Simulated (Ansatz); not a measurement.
TaRu:
```cif
data_Ru4Ta4
_chemical_formula_sum 'Ru4 Ta4'
_space_group_name_H-M_alt 'Fm-3m'
_space_group_IT_number 225
_space_group_name_Hall '-F 4 2 3'
_cell_length_a 5.16900
_cell_length_b 5.16900
_cell_length_c 5.16900
_cell_angle_alpha 90.000
_cell_angle_beta 90.000
_cell_angle_gamma 90.000
loop_
_atom_site_label
_atom_site_type_symbol
_atom_site_symmetry_multiplicity
_atom_site_Wyckoff_symbol
_atom_site_fract_x
_atom_site_fract_y
_atom_site_fract_z
_atom_site_occupancy
Ru1 Ru 4 a 0.00000 0.00000 0.00000 1
Ta1 Ta 4 b 0.50000 0.50000 0.50000 1
```
(The calculation used a cell of 2 atoms; values per cell refer to that cell.)

Relaxed with r²SCAN.

Q: Which orbitals make up the states near the Fermi level in plane-wave PAW r²SCAN (Ansatz code)?

A: Within 0.5 eV of the Fermi level: Ta 5d 49 %, Ru 4d 34 %, Ta 6s 6 %, outside the projected shells 5 %. Projections are on Löwdin-orthogonalised atomic valence shells; empty p or d shells of many metals are not among them.

Q: Tabulate the density of states.

A: States/eV per cell of 2 atoms, in 0.25 eV bins, energy from the Fermi level.

| E (eV) | total | Ru 4d | Ta 5d | Ta 6s |
|---|---|---|---|---|
| -7.85 | 0.04 | 0.00 | 0.00 | 0.02 |
| -7.60 | 0.08 | 0.00 | 0.00 | 0.04 |
| -7.35 | 0.11 | 0.00 | 0.00 | 0.06 |
| -7.10 | 0.14 | 0.00 | 0.00 | 0.07 |
| -6.85 | 0.17 | 0.00 | 0.00 | 0.09 |
| -6.60 | 0.20 | 0.01 | 0.01 | 0.10 |
| -6.35 | 0.24 | 0.01 | 0.01 | 0.11 |
| -6.10 | 0.28 | 0.02 | 0.02 | 0.13 |
| -5.85 | 0.32 | 0.03 | 0.03 | 0.14 |
| -5.60 | 0.62 | 0.17 | 0.15 | 0.16 |
| -5.35 | 0.92 | 0.32 | 0.27 | 0.18 |
| -5.10 | 1.20 | 0.47 | 0.38 | 0.20 |
| -4.85 | 1.55 | 0.64 | 0.50 | 0.22 |
| -4.60 | 2.39 | 1.10 | 0.78 | 0.29 |
| -4.35 | 3.47 | 1.72 | 1.16 | 0.35 |
| -4.10 | 3.58 | 1.95 | 1.14 | 0.27 |
| -3.85 | 3.10 | 1.89 | 0.87 | 0.15 |
| -3.60 | 2.17 | 1.42 | 0.64 | 0.05 |
| -3.35 | 2.90 | 1.92 | 0.85 | 0.03 |
| -3.10 | 2.85 | 1.81 | 0.91 | 0.02 |
| -2.85 | 2.78 | 1.65 | 0.96 | 0.02 |
| -2.60 | 2.58 | 1.80 | 0.63 | 0.02 |
| -2.35 | 3.35 | 2.51 | 0.62 | 0.03 |
| -2.10 | 2.02 | 1.36 | 0.52 | 0.03 |
| -1.85 | 1.73 | 1.06 | 0.55 | 0.03 |
| -1.60 | 2.23 | 1.34 | 0.72 | 0.04 |
| -1.35 | 2.88 | 1.77 | 0.86 | 0.07 |
| -1.10 | 2.59 | 1.82 | 0.60 | 0.04 |
| -0.85 | 1.60 | 1.30 | 0.23 | 0.03 |
| -0.60 | 1.56 | 0.93 | 0.47 | 0.07 |
| -0.35 | 1.18 | 0.47 | 0.51 | 0.09 |
| -0.10 | 1.27 | 0.43 | 0.60 | 0.10 |
| 0.15 | 1.17 | 0.36 | 0.60 | 0.07 |
| 0.40 | 1.17 | 0.34 | 0.64 | 0.05 |
| 0.65 | 1.15 | 0.33 | 0.64 | 0.04 |
| 0.90 | 1.12 | 0.31 | 0.65 | 0.02 |
| 1.15 | 1.00 | 0.25 | 0.63 | 0.01 |
| 1.40 | 1.29 | 0.32 | 0.75 | 0.01 |
| 1.65 | 2.03 | 0.57 | 1.12 | 0.02 |
| 1.90 | 2.57 | 0.70 | 1.51 | 0.02 |
| 2.15 | 2.99 | 0.69 | 1.91 | 0.04 |
| 2.40 | 2.28 | 0.46 | 1.56 | 0.02 |
| 2.65 | 2.68 | 0.46 | 1.97 | 0.05 |
| 2.90 | 3.51 | 0.60 | 2.61 | 0.12 |
| 3.15 | 2.52 | 0.55 | 1.69 | 0.11 |
| 3.40 | 2.20 | 0.55 | 1.39 | 0.10 |
| 3.65 | 2.31 | 0.58 | 1.34 | 0.14 |
| 3.90 | 2.27 | 0.59 | 1.23 | 0.14 |
| 4.15 | 1.52 | 0.36 | 0.76 | 0.13 |
| 4.40 | 0.80 | 0.12 | 0.35 | 0.14 |
| 4.65 | 0.89 | 0.13 | 0.35 | 0.19 |

The start of the workflow was typed in or built on a structure type; neither database checked (COD, Materials Project) lists it. COD files the formula under space group No. 123, 221, so this cell is another polymorph or a model. Its standing as an ambient phase is unchecked. The cell was relaxed with r²SCAN under the symmetry of its start. At this level the phase is mechanically unstable. No spin polarisation was allowed. Its formation energy is positive at this level, so the cell may be metastable or incomplete. Spin–orbit coupling is left out wherever it is not named.

Potentials: the earlier of the program's two PAW sets.
